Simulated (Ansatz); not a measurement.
Q: Name crystals whose computed values (the program Ansatz at the LDA level (PAW)) fall in these windows: electron conductivity mass (mₑ) 0.38 to 0.45; gap (eV) 0.044 to 0.057.

A: 

| crystal | electron conductivity mass (mₑ) | gap (eV) |
|---|---|---|
| TiGeS3, Pnma (Pearson symbol oP20) | 0.41 | 0.05 |
Others may fit too.

Standing as an ambient phase not checked: TiGeS3, Pnma (Pearson symbol oP20). Weakly bound layers, chains or molecules computed without a dispersion correction, so cells and soft constants are ill determined: TiGeS3, Pnma (Pearson symbol oP20). The cell was relaxed under the symmetry of its start. Rows with no word on spin ran without spin polarisation. Spin–orbit coupling is left out wherever it is not named.

Potentials: the later of the program's two PAW sets.
